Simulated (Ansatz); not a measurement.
TiC2:
Space group P-3m1 (No. 164); a = b = 2.607 Å, c = 4.183 Å, α = β = 90.00°, γ = 120.00°

```
atom  site  symmetry       x       y       z
----  ----  --------  ------  ------  ------
Ti      1a      -3m.  0.0000  0.0000  0.0000
C       2d       3m.  0.6667  0.3333  0.4489
```

Relaxed at zero pressure with the program Ansatz at the r²SCAN level (PAW).

**Question.** The volume is raised by 3 % and shape and atoms relax at that volume. What pressure results, and how do the axes share the change?

**Answer.** -6.6 GPa; a 0.6 %, b 0.6 %, c 1.8 %; the energy rises by 5 meV/atom.

**Question.** Give the new structure.

**Answer.** 
Space group P-3m1 (No. 164); a = b = 2.623 Å, c = 4.257 Å, α = β = 90.00°, γ = 120.00°

```json
[
 {"atom": "Ti", "site": "1a", "symmetry": "-3m.", "x": "0.0000", "y": "0.0000", "z": "0.0000"},
 {"atom": "C", "site": "2d", "symmetry": "3m.", "x": "0.6667", "y": "0.3333", "z": "0.4491"}
]
```

The phase is kept; no other phase was compared at this pressure.

The start of the workflow was typed in or built on a structure type; neither database checked (COD, Materials Project) lists it. Its standing as an ambient phase is unchecked. Symmetry was held in the r²SCAN relaxation; its stability against distortions is not shown here. No spin polarisation was allowed. The volume moved by 15 % from the start of the relaxation. Its formation energy is positive at this level, so the cell may be metastable or incomplete.

Potentials: the earlier of the program's two PAW sets.
